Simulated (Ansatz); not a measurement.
Si$_{3}$MoPt$_{2}$ in space group Pmc2_1 (No. 26; Pearson symbol oP12), r²SCAN in the plane-wave PAW code Ansatz, all energies at zero smearing, with the estimated change up to a 700 eV cutoff added, with one set of potentials and settings (totals compare only within such a set). Cell of 12 atoms (6 Si, 2 Mo, 4 Pt): -63930.420 eV.

| element | reference phase | E (eV/atom) |
|---|---|---|
| Si | Fd-3m, 2 atoms in the cell | -639.0665 |
| Mo | Im-3m, 1 atoms in the cell | -4967.6249 |
| Pt | Fm-3m, 1 atoms in the cell | -12538.2501 |

Formation energy per atom, worked out: (-63930.420 − 6×(-639.0665) − 2×(-4967.6249) − 4×(-12538.2501))/12 = -0.648 eV/atom (-62 kJ per mol of atoms), at 0 K, without zero-point energy or fitted corrections.

The workflow started from a Materials Project entry (that database holds measured and hypothetical structures alike); the Crystallography Open Database files this formula in space group No. 26, but the cells were not matched. Its standing as an ambient phase is unchecked. The r²SCAN relaxation kept the symmetry of its start; whether a distortion lowers the energy is not shown. No spin polarisation was allowed. The references are the lowest solids computed at this level, not always the standard phases. Scalar-relativistic: spin–orbit coupling is off unless named, which matters more the heavier the elements.

Potentials: the earlier of the program's two PAW sets.
